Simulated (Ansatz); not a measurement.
InAs (zinc blende)

```
CELL_PARAMETERS angstrom
      0.00000     3.05455     3.05455
      3.05455     0.00000     3.05455
      3.05455     3.05455     0.00000
ATOMIC_POSITIONS crystal
  As 0.75000 0.75000 0.75000
  In 0.00000 0.00000 0.00000
```

The slice is a {110} plane (indices of the conventional cell) through the point (0.750, 0.750, 0.750) (fractional), spanned by u = [100] and v = [1 -1 -1] in vectors of this cell: u (4.32 Å) and v (6.11 Å, at 90° to u). It covers one period; positions are fractions (u, v).

All values below come from r2SCAN (plane waves to 500 eV, PAW, scalar-relativistic; Ansatz, a first-principles code). k mesh 9×9×9. Inside the PAW spheres the values are not all-electron values, and peaks at nuclei hang on which shells count as valence. InAs was relaxed with its symmetry unable to fall.

### Question
What is the valence density on the shortest As–In line in this plane (2.65 Å), at its minimum between the atoms?

### Answer
0.40 e/Å³.

### Question
What is the ELF at the density minimum of the shortest As–In line in this plane (2.65 Å)?

### Answer
0.5.

### Question
Sketch the valence electron density on this plane as a map.

### Answer
```
|@@@@##**++====--------------====++**##@@|
|%%##**++==========================++**##|
|****++++==========++++++==========++++**|
|++++==========++++******++++==========++|
|==============++##########++============|
|----------==++**##%%%%%%##**++==--------|
|::::------==++**##%%%%%%##**++==------::|
|::::::::--==++**##%%%%%%##**++==--::::::|
|....::::::--==++##########++==--::::::..|
|........::--==++++******++++==--::......|
|    ....::::--====++++++====--::::....  |
|      ....::::----======----::::....    |
|        ....::::----------::::....      |
|          ....::::::::::::::....        |
|          ........::::::........        |
|            ..................          |
|                  ......                |
|......                              ....|
|..........                      ........|
|::::::......                  ......::::|
|::::::::::....              ....::::::::|
|--------::::..              ..::::------|
|======----::....          ....::----====|
|++======----::....      ....::----======|
|****++====--::::..........::::--====++**|
|%%##**++==----::::......::::----==++**##|
|@@@@##**++==----::::::::::----==++**##@@|
|@@@@%%**++==----::::::::::----==++**%%@@|
```
Scale: ten equal steps from -1.93 (start of ' ') to 1.53 (end of '@'), in the order ' .:-=+*#%@'. Values: log₁₀ of the valence density in e/Å³. The map has 20 points along u (two characters each, u = 0 at the left) and 28 along v (v = 0 in the bottom row). The scale is logarithmic, as a density can span decades between atoms and voids.
